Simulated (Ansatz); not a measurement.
Relaxed Sb (A7 type, space group R-3m):

```
Sb
1.0
    2.16065     1.24745     3.67987
   -2.16065     1.24745     3.67987
    0.00000    -2.49490     3.67987
Sb
2
Cartesian
  0.00000   0.00000   2.60955
  0.00000   0.00000   8.43006
```

In this cell atom 1 (Sb, nearest neighbour Sb at 2.932 Å; its periodic images, 4.3 Å or more away, move with it) is moved by u·(1.000, 0.000, 0.000) + v·(0.000, 0.000, 1.000); the rest is frozen.

These are PBE-D3(BJ) (plane waves to 420 eV, PAW, scalar-relativistic; Ansatz, a program for electronic structure) values and carry that method's errors. k mesh 11×11×11 (Γ-centred), Fermi-Dirac smearing 0.05 eV. Compression counts positive. With partly filled bands, energies and forces of such displacements shift with the k mesh and the smearing. Sb was relaxed with its symmetry unable to fall. Spin-orbit coupling is left out, though Sb is heavy. 

```
P (GPa)     u = -0.440  u = -0.220   u = 0.000  u = 0.220   u = 0.440
----------  ----------  ----------  ----------  ---------  ----------
v = -0.440        13.5         9.0         7.6        9.0        13.5
v = -0.220         7.8         4.3         3.3        4.3         7.8
v = 0.000          3.7         0.9         0.0        0.9         3.7
v = 0.220   (withheld)        -0.9  (withheld)       -0.9  (withheld)
v = 0.440   (withheld)        -0.6  (withheld)       -0.6  (withheld)
```

Complete the blanks.


- v = 0.220, u = -0.440: 1.6
- v = 0.220, u = 0.000: -1.9
- v = 0.220, u = 0.440: 1.6
- v = 0.440, u = -0.440: 1.9
- v = 0.440, u = 0.000: -1.6
- v = 0.440, u = 0.440: 1.9

(A displaced cell: forces are minus the slopes of the energy, force constants its curvatures, and phonons follow from these.)
